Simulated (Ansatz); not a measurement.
HfC (rock salt), relaxed with PBEsol (Ansatz, a program for electronic structure, plane waves, PAW): a = b = c = 4.6067 Å, α = β = γ = 90.00°.

```
Quantity                              Result
------------------------------------  ------
ΔH_f (eV/atom)                         -0.99
B₀ by P(V) fit (GPa)                     248
K_Hill (GPa)                             249
G_Hill (GPa)                             191
highest Γ mode, no LO–TO term (cm⁻¹)     455
Θ_D (K)                                  548
```

Question: The same phase is relaxed and computed with LDA in the same code. What are the cell and these values now?

Answer: a = b = c = 4.5724 Å, α = β = γ = 90.00°.

- ΔH_f (eV/atom): -1.01
- B₀ by P(V) fit (GPa): 261
- K_Hill (GPa): 262
- G_Hill (GPa): 198
- highest Γ mode, no LO–TO term (cm⁻¹): 464
- Θ_D (K): 556

All cells were relaxed under the symmetry of their starts (and spin orders); stability against distortions was not tested throughout. Rows with no word on spin ran without spin polarisation. Scalar-relativistic: spin–orbit coupling is off unless named, which matters more the heavier the elements.

Potentials: the later of the program's two PAW sets.

Ansatz is a plane-wave DFT program.

Formation energies count from the lowest solids of the elements computed at the same level, not from gases.
